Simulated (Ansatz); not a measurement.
Level of theory: DFT PBE, scalar-relativistic, plane waves, PAW (Ansatz). All cells share a 420 eV cutoff and Γ-centred k meshes spaced at most about 0.3 Å⁻¹ (about 0.25 or finer for metals, 2π included). Collinear spin in cells that started with moments and kept them past the coarse steps, no spin elsewhere.

These are static total energies at zero pressure.

Compare these two cells of AlV₃N₄, each relaxed at this level.

A. (site moments V -0.3, 0.6 (×2) μB)

```xyz
8
Lattice="2.8920 0.0000 0.0000 0.0000 2.8920 0.0000 0.0000 0.0000 8.3657" Properties=species:S:1:pos:R:3 pbc="T T T"
Al    0.0000    0.0000    4.1829
V     0.0000    0.0000    0.0000
V     1.4460    1.4460    1.9758
V     1.4460    1.4460    6.3899
N     0.0000    0.0000    2.1472
N     1.4460    1.4460    4.1829
N     0.0000    0.0000    6.2185
N     1.4460    1.4460    0.0000
```

B. (site moments V 0.3 (×3) μB)

```xyz
8
Lattice="4.1180 0.0000 0.0000 0.0000 4.1180 0.0000 0.0000 0.0000 4.1180" Properties=species:S:1:pos:R:3 pbc="T T T"
Al    2.0590    2.0590    2.0590
V     2.0590    0.0000    0.0000
V     0.0000    0.0000    2.0590
V     0.0000    2.0590    0.0000
N     0.0000    2.0590    2.0590
N     2.0590    2.0590    0.0000
N     0.0000    0.0000    0.0000
N     2.0590    0.0000    2.0590
```

Question: Which placement of the atoms is lower in energy, and by how much?

Answer: A is lower, by 83 meV/atom. The two share one framework of sites and differ in which element sits where. A has Al and V ordered on rock salt sites, space group P4/mmm (No. 123), 8.7 Å³/atom and no gap on its mesh; B has Al and V ordered on rock salt sites, space group Pm-3m (No. 221), 8.7 Å³/atom and no gap. Counting N atoms around Al and V (those within 1.25 times the shortest such distance or 1.15 times the sum of covalent radii), A and B both have Al 6, V 6. Their magnetic states differ too, which can make part of the margin. Both come from invented guesses.

Another magnetic order may lie lower. Cells relaxed within their symmetry can be saddle points.
